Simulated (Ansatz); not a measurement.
HfRh₃ (Cu3Au type, Pm-3m) under volume change, plane-wave PAW r²SCAN (Ansatz code), scaled uniformly.

```json
[
 {"V (Å³/atom)": "13.664", "E − E(relaxed) (meV/atom)": "108.4", "P (GPa)": "28.10"},
 {"V (Å³/atom)": "14.115", "E − E(relaxed) (meV/atom)": "45.3", "P (GPa)": "17.10"},
 {"V (Å³/atom)": "14.565", "E − E(relaxed) (meV/atom)": "10.7", "P (GPa)": "7.82"},
 {"V (Å³/atom)": "15.016", "E − E(relaxed) (meV/atom)": "0.0", "P (GPa)": "0.00"},
 {"V (Å³/atom)": "15.466", "E − E(relaxed) (meV/atom)": "9.5", "P (GPa)": "-6.59"},
 {"V (Å³/atom)": "15.917", "E − E(relaxed) (meV/atom)": "36.1", "P (GPa)": "-12.14"},
 {"V (Å³/atom)": "16.367", "E − E(relaxed) (meV/atom)": "76.9", "P (GPa)": "-16.80"}
]
```

Q: What does a third-order Birch–Murnaghan fit give for V₀, B₀ and B′?

A: V₀ = 15.02 Å³/atom, B₀ = 239 GPa, B′ = 4.7.

The workflow started from an entry of the Crystallography Open Database (COD). Its standing as an ambient phase is unchecked. Symmetry was held in the r²SCAN relaxation; whether a distortion lowers the energy is not shown. The run is not spin-polarised. Spin–orbit coupling is left out wherever it is not named.

Potentials: the later of the program's two PAW sets.
